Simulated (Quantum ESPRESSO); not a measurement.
## Hf3AlO7F (input and log of a self-consistent run)

Computed values, not a measurement. The program is pw.x of Quantum ESPRESSO 7.5 (plane-wave density functional theory). The cell is made up: 12 atoms on a fluorite lattice, with randomly drawn elements, strain and displacements, not relaxed. PseudoDojo standard norm-conserving files (v0.5 for PBE, v0.4.1 for LDA and PBEsol) set the functional; there is no spin polarisation, spin-orbit coupling or dispersion term, and the masses in the input are unused placeholders.

The hafnium pseudopotential is less sure than the others, with forces about 3 percent (worst 6) and pressure in oxides about 1.5 GPa (worst 2.7) from a second method in checks, which no rerun with the same files tests.

Input:

```
&control calculation='scf', pseudo_dir='./dojo.nc.sr.pbe.v0_5.standard.upf', outdir='./o', disk_io='low', tprnfor=.true., tstress=.true. /
&system ibrav=0, nat=12, ntyp=4, nbnd=50, ecutwfc=105.61755193, nosym=.true., tot_charge=0,
 occupations='smearing', smearing='fd', degauss=0.0018374661
/
&electrons conv_thr=7.350e-09, electron_maxstep=60, /
ATOMIC_SPECIES
Al 1.0 Al.upf
F 1.0 F.upf
Hf 1.0 Hf.upf
O 1.0 O.upf
CELL_PARAMETERS angstrom
5.0505 0.0279 -0.0204
0.0279 5.0965 0.0458
-0.0204 0.0458 5.0645
ATOMIC_POSITIONS angstrom
Hf -0.0211 0.0276 0.0605
Hf -0.0055 2.5517 2.5622
Al 2.5007 0.0949 2.4993
Hf 2.5639 2.5789 0.0576
O 1.2264 1.1188 1.296
F 1.1518 1.3612 3.7357
O 1.2448 3.8378 1.3194
O 1.3811 3.7379 3.7706
O 3.778 1.241 1.2741
O 3.6413 1.3571 3.756
O 3.7265 3.9074 1.1571
O 3.8119 4.0077 3.826
K_POINTS automatic
6 6 6 1 1 1
```

The log is shortened where brackets say so; the opening notice, blank lines, dates and the lines on written files are dropped, and the path of the files is cut. It prints rydbergs, bohrs and kilobars, and counts compression as positive stress. With no partly filled state, the Fermi energy that it prints is only some level between the filled and the empty states on the mesh, and need not lie in the true gap.

```
     Program PWSCF v.7.5
     Parallel version (MPI & OpenMP), running on       4 processor cores
     Number of MPI processes:                 4
     Threads/MPI process:                     1
     [start-up lines left out]
     bravais-lattice index     =            0
     lattice parameter (alat)  =       9.5443  a.u.
     unit-cell volume          =     879.5973 (a.u.)^3
     number of atoms/cell      =           12
     number of atomic types    =            4
     number of electrons       =        88.00
     number of Kohn-Sham states=           50
     kinetic-energy cutoff     =     105.6176  Ry
     charge density cutoff     =     422.4702  Ry
     scf convergence threshold =      7.3E-09
     mixing beta               =       0.7000
     number of iterations used =            8  plain     mixing
     Exchange-correlation= PBE
                           (   1   4   3   4   0   0   0)
     [axes and pseudopotential details left out]
   Cartesian axes
     site n.     atom                  positions (alat units)
         1        Hf     tau(   1) = (  -0.0041777   0.0054647   0.0119787  )
         2        Hf     tau(   2) = (  -0.0010890   0.5052253   0.5073042  )
         3        Al     tau(   3) = (   0.4951275   0.0187898   0.4948503  )
         4        Hf     tau(   4) = (   0.5076408   0.5106108   0.0114045  )
         5        O      tau(   5) = (   0.2428218   0.2215174   0.2566022  )
         6        F      tau(   6) = (   0.2280513   0.2695116   0.7396520  )
         7        O      tau(   7) = (   0.2464649   0.7598674   0.2612353  )
         8        O      tau(   8) = (   0.2734517   0.7400876   0.7465621  )
         9        O      tau(   9) = (   0.7480272   0.2457125   0.2522661  )
        10        O      tau(  10) = (   0.7209612   0.2686998   0.7436713  )
        11        O      tau(  11) = (   0.7378305   0.7736479   0.2291007  )
        12        O      tau(  12) = (   0.7547393   0.7935068   0.7575310  )
     number of k points=   108  Fermi-Dirac smearing, width (Ry)=  0.0018
     Number of k-points >= 100: set verbosity='high' to print them.
     Dense  grid:   128965 G-vectors     FFT dimensions: (  64,  64,  64)
     Estimated max dynamical RAM per process >     547.15 MB
     Estimated total dynamical RAM >       2.05 GB
     Initial potential from superposition of free atoms
     starting charge      87.9920, renormalised to      88.0000
     Starting wfcs are   66 randomized atomic wfcs
     total cpu time spent up to now is       12.2 secs
     per-process dynamical memory:   462.6 Mb
     Self-consistent Calculation
     iteration #  1     ecut=   105.62 Ry     beta= 0.70
     Davidson diagonalization with overlap
     ethr =  1.00E-02,  avg # of iterations =  2.0
     total cpu time spent up to now is       36.3 secs
     total energy              =    -623.39238413 Ry
     estimated scf accuracy    <       4.08211521 Ry
     iteration #  2     ecut=   105.62 Ry     beta= 0.70
     Davidson diagonalization with overlap
     ethr =  4.64E-03,  avg # of iterations =  4.8
     total cpu time spent up to now is       70.8 secs
     total energy              =    -623.43061111 Ry
     estimated scf accuracy    <       8.54039567 Ry
     iteration #  3     ecut=   105.62 Ry     beta= 0.70
     Davidson diagonalization with overlap
     ethr =  4.64E-03,  avg # of iterations =  2.9
     total cpu time spent up to now is       98.5 secs
     total energy              =    -625.28814873 Ry
     estimated scf accuracy    <       0.23738291 Ry
     iteration #  4     ecut=   105.62 Ry     beta= 0.70
     Davidson diagonalization with overlap
     ethr =  2.70E-04,  avg # of iterations =  4.8
     total cpu time spent up to now is      132.6 secs
     total energy              =    -625.35171360 Ry
     estimated scf accuracy    <       0.10858214 Ry
     iteration #  5     ecut=   105.62 Ry     beta= 0.70
     Davidson diagonalization with overlap
     ethr =  1.23E-04,  avg # of iterations =  5.2
     total cpu time spent up to now is      161.7 secs
     total energy              =    -625.35973627 Ry
     estimated scf accuracy    <       0.01395274 Ry
     [iterations 6 to 9 left out]
     iteration # 10     ecut=   105.62 Ry     beta= 0.70
     Davidson diagonalization with overlap
     ethr =  6.69E-08,  avg # of iterations =  2.0
     total cpu time spent up to now is      302.3 secs
     total energy              =    -625.36585132 Ry
     estimated scf accuracy    <       0.00002414 Ry
     iteration # 11     ecut=   105.62 Ry     beta= 0.70
     Davidson diagonalization with overlap
     ethr =  2.74E-08,  avg # of iterations =  2.1
     total cpu time spent up to now is      326.8 secs
     total energy              =    -625.36585327 Ry
     estimated scf accuracy    <       0.00000245 Ry
     iteration # 12     ecut=   105.62 Ry     beta= 0.70
     Davidson diagonalization with overlap
     ethr =  2.78E-09,  avg # of iterations =  4.1
     total cpu time spent up to now is      359.1 secs
     total energy              =    -625.36585431 Ry
     estimated scf accuracy    <       0.00000016 Ry
     iteration # 13     ecut=   105.62 Ry     beta= 0.70
     Davidson diagonalization with overlap
     ethr =  1.87E-10,  avg # of iterations =  2.1
     total cpu time spent up to now is      384.4 secs
     total energy              =    -625.36585434 Ry
     estimated scf accuracy    <       0.00000001 Ry
     iteration # 14     ecut=   105.62 Ry     beta= 0.70
     Davidson diagonalization with overlap
     ethr =  1.37E-11,  avg # of iterations =  4.3
     total cpu time spent up to now is      413.3 secs
     End of self-consistent calculation
     Number of k-points >= 100: set verbosity='high' to print the bands.
     the Fermi energy is    12.2244 ev
!    total energy              =    -625.36585434 Ry
     estimated scf accuracy    <          9.7E-10 Ry
     smearing contrib. (-TS)   =      -0.00000000 Ry
     internal energy E=F+TS    =    -625.36585434 Ry
     The total energy is F=E-TS. E is the sum of the following terms:
     one-electron contribution =    -131.12994747 Ry
     hartree contribution      =     118.66816782 Ry
     xc contribution           =    -157.93697323 Ry
     ewald contribution        =    -454.96710145 Ry
     convergence has been achieved in  14 iterations
     Forces acting on atoms (cartesian axes, Ry/au):
     atom    1 type  3   force =    -0.08136132   -0.10627336    0.02365523
     atom    2 type  3   force =    -0.08116962    0.12171554   -0.06590437
     atom    3 type  1   force =     0.05758735   -0.06488838   -0.03211072
     atom    4 type  3   force =     0.04726232    0.08414416    0.01925809
     atom    5 type  4   force =     0.05583965    0.06843030    0.02408775
     atom    6 type  2   force =     0.01873191   -0.06565664    0.03909383
     atom    7 type  4   force =    -0.02006308   -0.04611094   -0.01125690
     atom    8 type  4   force =    -0.02752568    0.04244128    0.00421299
     atom    9 type  4   force =    -0.00097601    0.02732841    0.00943947
     atom   10 type  4   force =    -0.00665123    0.01548925   -0.00289420
     atom   11 type  4   force =     0.01269005   -0.04150359    0.05240900
     atom   12 type  4   force =     0.02563566   -0.03511602   -0.05999018
     Total force =     0.305802     Total SCF correction =     0.000072
     Computing stress (Cartesian axis) and pressure
          total   stress  (Ry/bohr**3)                   (kbar)     P=      -33.09
  -0.00016042  -0.00004470   0.00012744          -23.60       -6.58       18.75
  -0.00004470  -0.00036713  -0.00000297           -6.58      -54.01       -0.44
   0.00012744  -0.00000297  -0.00014737           18.75       -0.44      -21.68
     init_run     :     11.48s CPU     11.96s WALL (       1 calls)
     electrons    :    398.22s CPU    401.11s WALL (       1 calls)
     forces       :      4.84s CPU      4.87s WALL (       1 calls)
     stress       :     17.12s CPU     17.61s WALL (       1 calls)
     [timing details left out]
     PWSCF        :   7m12.06s CPU   7m16.04s WALL
     JOB DONE.
```

In other units: free energy -8508.536 eV for the cell, pressure -3.31 GPa, largest force component 3.129 eV/Å. This run is the check on a run of the same cell at 1143 eV and a 4 x 4 x 4 mesh: rerunning at 1437 eV and a 6 x 6 x 6 mesh moved values by no more than 0.002 eV in energy, 0.04 GPa in stress and 0.002 eV/Å in force.